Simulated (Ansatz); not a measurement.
This HfZr2Se6 structure is the end of a relaxation. The cell was found from a structure generator's guess, not taken from experiment.

These are results of DFT PBE, scalar-relativistic, plane waves, PAW (Ansatz), not measurements. Cutoff 420 eV, Γ-centred mesh, Gaussian smearing, no spin polarisation.

```
Zr Hf Se
1.0
     3.28178    1.89474    6.94147
    -3.28178    1.89474    6.94147
     0.00000   -3.78948    6.94147
Zr Hf Se
2 1 6
Direct
  0.66666 0.66666 0.66666
  0.33334 0.33334 0.33334
  0.00000 0.00000 0.00000
  0.07592 0.40707 0.74479
  0.74479 0.07592 0.40707
  0.40707 0.74479 0.07592
  0.59293 0.25521 0.92408
  0.25521 0.92408 0.59293
  0.92408 0.59293 0.25521
```

Formation energies are uncorrected and refer to the elements' standard structures at the same level.

(1) Find its symmetry and describe it.

(2) How far does it lie from the elements in energy?

(3) Is it a metal?

## Answers

(1) R-3 (No. 148), with Zr and Hf ordered on cadmium iodide sites. Conventional cell: a = 6.564 Å, c = 20.824 Å. Zr is surrounded by 6 Se at 2.71 Å, 3 Hf at 3.79 Å and 3 Zr at 3.79 Å; around Hf lie 6 Se at 2.69 Å and 6 Zr at 3.79 Å; Se is surrounded by 1 Hf at 2.69 Å and 2 Zr at 2.71 Å.

(2) −1.354 eV/atom. It lies below the elements, which doesn't yet make it stable against other compounds or structures.

(3) No, the gap on the 6×6×6 mesh is 0.45 eV.

The last run used a 6×6×6 mesh for its 9-atom cell and Gaussian smearing of 0.02 eV. No dispersion correction is applied, so the spacing and binding between layers, chains or molecules are poorly described. These runs have no spin–orbit coupling, which can matter for Hf. Kohn–Sham gaps at this level usually fall short of measured ones. The reference form of Se is held partly by dispersion forces, which this level lacks. A structure relaxed within its symmetry needn't be a true minimum.
